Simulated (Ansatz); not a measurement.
# Rh (fcc, Cu type), frozen-phonon scan

Starting cell, Rh (fcc, Cu type):

```
Rh
1.0
    0.00000     3.83006     3.83006
    1.91503     0.00000     1.91503
    1.91503     1.91503     0.00000
Rh
2
Cartesian
  0.00000   0.00000   0.00000
  1.91503   3.83006   1.91503
```

The atoms are displaced by Q × the pattern below (from a DFPT mode at L = (0.5, 0.0, 0.0), largest move 1; Q in Å), at fixed cell. (q is in reciprocal vectors of the primitive cell; the cell shown is doubled to hold the pattern.)

| atom | x | y | z |
|---|---|---|---|
| Rh1 | -0.577 | 0.577 | 0.577 |
| Rh2 | 0.577 | -0.577 | -0.577 |

Computed with PBE (plane waves to 420 eV, PAW, scalar-relativistic; Ansatz, an electronic-structure program). k mesh 21×21×21 (Γ-centred), Fermi-Dirac smearing 0.05 eV. Energies are smeared free energies. Compression counts positive. With partly filled bands, energies and forces of such displacements shift with the k mesh and the smearing. Rh is run without spin polarisation. Rh was relaxed with its symmetry unable to fall. ΔE is measured from the undisplaced structure.

```json
[
 {"Q (Å)": "-0.100", "ΔE (meV/cell)": "211", "−dE/dQ from forces (eV/Å)": "4.313", "P (GPa)": "5.9"},
 {"Q (Å)": "-0.083", "ΔE (meV/cell)": "146", "−dE/dQ from forces (eV/Å)": "3.545", "P (GPa)": "4.1"},
 {"Q (Å)": "-0.067", "ΔE (meV/cell)": "93", "−dE/dQ from forces (eV/Å)": "2.809", "P (GPa)": "2.6"},
 {"Q (Å)": "-0.050", "ΔE (meV/cell)": "52", "−dE/dQ from forces (eV/Å)": "2.096", "P (GPa)": "1.5"},
 {"Q (Å)": "-0.033", "ΔE (meV/cell)": "23", "−dE/dQ from forces (eV/Å)": "1.393", "P (GPa)": "0.7"},
 {"Q (Å)": "-0.017", "ΔE (meV/cell)": "6", "−dE/dQ from forces (eV/Å)": "0.696", "P (GPa)": "0.2"},
 {"Q (Å)": "0.000", "ΔE (meV/cell)": "0", "−dE/dQ from forces (eV/Å)": "0.000", "P (GPa)": "0.0"},
 {"Q (Å)": "0.017", "ΔE (meV/cell)": "6", "−dE/dQ from forces (eV/Å)": "-0.696", "P (GPa)": "0.2"},
 {"Q (Å)": "0.033", "ΔE (meV/cell)": "23", "−dE/dQ from forces (eV/Å)": "-1.393", "P (GPa)": "0.7"},
 {"Q (Å)": "0.050", "ΔE (meV/cell)": "52", "−dE/dQ from forces (eV/Å)": "-2.096", "P (GPa)": "1.5"},
 {"Q (Å)": "0.067", "ΔE (meV/cell)": "93", "−dE/dQ from forces (eV/Å)": "-2.809", "P (GPa)": "2.6"},
 {"Q (Å)": "0.083", "ΔE (meV/cell)": "146", "−dE/dQ from forces (eV/Å)": "-3.545", "P (GPa)": "4.1"},
 {"Q (Å)": "0.100", "ΔE (meV/cell)": "211", "−dE/dQ from forces (eV/Å)": "-4.313", "P (GPa)": "5.9"}
]
```

What the scan shows:

| Property | Result |
|---|---|
| Energy at Q = 0.100 Å | 211 meV/cell |
| Space group of the distorted cell | R-3m (No. 166), lowered from Fm-3m |
| Symmetry of the curve | even: the same for both signs |
| Shape of the curve | a single well with its minimum at or next to zero displacement |
| Harmonic wavenumber from the curvature (finite differences) | 235 cm⁻¹ |

(A displaced cell: forces are minus the slopes of the energy, force constants its curvatures, and phonons follow from these.)
